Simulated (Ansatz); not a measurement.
SrIr2:
```cif
data_Ir4Sr2
_chemical_formula_sum 'Sr2 Ir4'
_space_group_name_H-M_alt 'P 1'
_space_group_IT_number 1
_cell_length_a 5.44258
_cell_length_b 5.44258
_cell_length_c 5.44258
_cell_angle_alpha 60.000
_cell_angle_beta 60.000
_cell_angle_gamma 60.000
loop_
_space_group_symop_operation_xyz
  'x, y, z'
loop_
_atom_site_label
_atom_site_type_symbol
_atom_site_fract_x
_atom_site_fract_y
_atom_site_fract_z
_atom_site_occupancy
Sr1 Sr 0.75000 0.75000 0.75000 1
Sr2 Sr 0.50000 0.50000 0.50000 1
Ir1 Ir 0.12500 0.62500 0.12500 1
Ir2 Ir 0.12500 0.12500 0.12500 1
Ir3 Ir 0.62500 0.12500 0.12500 1
Ir4 Ir 0.12500 0.12500 0.62500 1
```

Relaxed with r²SCAN.

Q: Which orbitals make up the states near the Fermi level in r²SCAN in the plane-wave PAW code Ansatz?

A: Within 0.5 eV of the Fermi level: Ir 5d 92 %. Projections are on Löwdin-orthogonalised atomic valence shells; empty p or d shells of many metals are not among them.

Q: Tabulate the density of states.

A: States/eV per cell of 6 atoms, in 0.25 eV bins, energy from the Fermi level.

```csv
E (eV),total,Ir 5d,Ir 6s,Sr 5s
-7.85,0.40,0.12,0.20,0.05
-7.60,0.55,0.18,0.28,0.06
-7.35,0.74,0.25,0.39,0.06
-7.10,1.11,0.41,0.59,0.06
-6.85,1.40,0.54,0.75,0.05
-6.60,1.25,0.48,0.69,0.03
-6.35,1.08,0.41,0.61,0.02
-6.10,0.86,0.33,0.49,0.01
-5.85,0.29,0.11,0.16,0.00
-5.60,0.44,0.18,0.24,0.00
-5.35,1.96,1.10,0.77,0.03
-5.10,4.48,2.96,1.30,0.11
-4.85,4.45,3.08,1.10,0.16
-4.60,4.12,3.22,0.61,0.19
-4.35,5.00,4.03,0.59,0.26
-4.10,6.98,5.50,0.83,0.44
-3.85,6.99,5.69,0.78,0.31
-3.60,9.12,7.98,0.59,0.30
-3.35,9.15,8.22,0.33,0.32
-3.10,9.70,8.49,0.60,0.23
-2.85,7.23,6.21,0.58,0.10
-2.60,7.31,6.27,0.57,0.09
-2.35,7.84,6.45,0.74,0.20
-2.10,8.62,6.98,0.79,0.32
-1.85,6.86,5.85,0.45,0.12
-1.60,7.11,5.85,0.59,0.15
-1.35,6.63,5.37,0.62,0.14
-1.10,6.28,5.14,0.58,0.09
-0.85,7.42,6.36,0.52,0.08
-0.60,12.21,11.29,0.35,0.06
-0.35,7.63,7.17,0.18,0.02
-0.10,4.90,4.47,0.19,0.02
0.15,5.32,4.89,0.13,0.01
0.40,2.33,1.92,0.09,0.01
0.65,2.00,1.59,0.07,0.01
0.90,1.93,1.45,0.07,0.04
1.15,2.92,1.65,0.25,0.33
1.40,5.71,2.81,0.49,0.97
1.65,2.50,1.13,0.17,0.46
1.90,1.32,0.50,0.07,0.25
2.15,1.80,0.53,0.10,0.53
2.40,3.34,0.75,0.23,1.16
2.65,2.79,0.66,0.12,0.61
2.90,1.09,0.44,0.02,0.08
3.15,1.31,0.52,0.03,0.00
3.40,1.93,0.65,0.09,0.01
3.65,2.85,0.81,0.20,0.02
3.90,4.75,1.11,0.47,0.08
4.15,7.16,1.43,0.91,0.23
4.40,8.44,1.22,0.86,0.09
4.65,7.08,0.84,0.60,0.01
```

Space group Fd-3m (cubic Laves (MgCu2 type)). The workflow started from a Materials Project entry (that database holds measured and hypothetical structures alike); the Crystallography Open Database files this formula in space group No. 227, but the cells were not matched. Whether it is the stable phase at ambient conditions was not checked. The cell was relaxed with r²SCAN under the symmetry of its start; its stability against distortions is not shown here. The run is not spin-polarised. Spin–orbit coupling is left out wherever it is not named.

Potentials: the later of the program's two PAW sets.
